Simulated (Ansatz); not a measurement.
RbCr5S8:
```cif
data_Cr5RbS8
_chemical_formula_sum 'Rb1 Cr5 S8'
_space_group_name_H-M_alt 'P 1'
_space_group_IT_number 1
_cell_length_a 9.17847
_cell_length_b 9.17847
_cell_length_c 8.77463
_cell_angle_alpha 75.046
_cell_angle_beta 104.954
_cell_angle_gamma 158.020
loop_
_space_group_symop_operation_xyz
  'x, y, z'
loop_
_atom_site_label
_atom_site_type_symbol
_atom_site_fract_x
_atom_site_fract_y
_atom_site_fract_z
_atom_site_occupancy
Rb1 Rb 0.50000 0.50000 0.00000 1
Cr1 Cr 0.29540 0.70460 0.16485 1
Cr2 Cr 0.70460 0.29540 0.83515 1
Cr3 Cr 0.34121 0.65879 0.52553 1
Cr4 Cr 0.65879 0.34121 0.47447 1
Cr5 Cr 0.00000 0.00000 0.50000 1
S1 S 0.23806 0.76194 0.65617 1
S2 S 0.76194 0.23806 0.34383 1
S3 S 0.17169 0.82831 0.98617 1
S4 S 0.82831 0.17169 0.01383 1
S5 S 0.08569 0.91431 0.33024 1
S6 S 0.91431 0.08569 0.66976 1
S7 S 0.42298 0.57702 0.35219 1
S8 S 0.57702 0.42298 0.64781 1
```
The run is spin-polarised; directions of the spins, atom by atom: 0 ↑ ↑ ↑ ↑ ↑ 0 0 0 0 0 0 0 0.

Relaxed with r²SCAN.

**Question.** Which orbitals make up the states near the band edges in r²SCAN in the plane-wave PAW code Ansatz?

**Answer.** Top 1 eV of the valence band: S 3p 50 %, Cr 3d 46 %. Bottom 1 eV of the conduction band: Cr 3d 67 %, S 3p 24 %. Projections are on Löwdin-orthogonalised atomic valence shells; empty p or d shells of many metals are not among them.

**Question.** Tabulate the density of states.

**Answer.** States/eV per cell of 14 atoms, in 0.25 eV bins, energy from the valence-band maximum.

```csv
E (eV),total,Cr 3d,S 3p,S 3s
-7.85,0.00,0.00,0.00,0.00
-7.60,0.00,0.00,0.00,0.00
-7.35,0.00,0.00,0.00,0.00
-7.10,0.00,0.00,0.00,0.00
-6.85,0.00,0.00,0.00,0.00
-6.60,0.00,0.00,0.00,0.00
-6.35,0.03,0.01,0.02,0.00
-6.10,2.54,0.52,1.70,0.05
-5.85,3.10,0.59,2.13,0.06
-5.60,5.96,0.96,4.33,0.12
-5.35,5.65,0.90,4.14,0.12
-5.10,7.79,1.47,5.60,0.20
-4.85,9.25,1.92,6.64,0.21
-4.60,11.34,2.02,8.51,0.26
-4.35,8.90,1.74,6.59,0.18
-4.10,9.19,2.28,6.39,0.16
-3.85,10.77,3.52,6.81,0.11
-3.60,13.33,4.67,8.23,0.10
-3.35,15.29,4.85,9.89,0.13
-3.10,16.18,4.98,10.70,0.14
-2.85,17.43,5.28,11.59,0.16
-2.60,13.92,4.23,9.23,0.15
-2.35,12.31,3.82,8.09,0.13
-2.10,11.95,4.08,7.47,0.14
-1.85,11.04,5.57,5.13,0.10
-1.60,10.86,5.92,4.57,0.12
-1.35,15.90,10.33,5.04,0.15
-1.10,14.39,9.00,4.80,0.14
-0.85,11.87,6.18,5.24,0.08
-0.60,8.30,3.83,4.17,0.04
-0.35,3.43,1.15,2.17,0.02
-0.10,1.29,0.40,0.86,0.01
0.15,0.00,0.00,0.00,0.00
0.40,0.00,0.00,0.00,0.00
0.65,0.00,0.00,0.00,0.00
0.90,1.02,0.64,0.29,0.05
1.15,4.40,2.61,1.36,0.19
1.40,5.62,3.68,1.39,0.21
1.65,10.53,7.26,2.24,0.45
1.90,10.51,7.43,2.20,0.29
2.15,11.72,8.24,2.55,0.30
2.40,13.70,9.45,3.19,0.34
2.65,14.81,9.98,3.76,0.30
2.90,12.33,9.38,2.24,0.18
3.15,12.57,10.48,1.29,0.22
3.40,10.89,8.96,1.30,0.19
3.65,11.39,8.68,1.87,0.34
3.90,7.89,5.42,1.86,0.20
4.15,8.66,5.64,2.27,0.29
4.40,3.98,2.47,1.14,0.09
4.65,0.33,0.01,0.02,0.01
4.90,0.75,0.04,0.06,0.02
5.15,1.37,0.07,0.10,0.03
5.40,1.62,0.05,0.11,0.04
5.65,3.36,0.09,0.21,0.06
```

Space group C2/m. The workflow started from a Materials Project entry (that database holds measured and hypothetical structures alike); the Crystallography Open Database files this formula in space group No. 12, but the cells were not matched. Whether it is the stable phase at ambient conditions was not checked. The cell was relaxed with r²SCAN under the symmetry of its start; its stability against distortions is not shown here. Magnetic state: ferromagnetic, the only order run, not a proven ground state. Other orbital occupations within this spin state were not tried. No Hubbard U is applied. Scalar-relativistic: spin–orbit coupling is off unless named, which matters more the heavier the elements.

Potentials: the later of the program's two PAW sets.
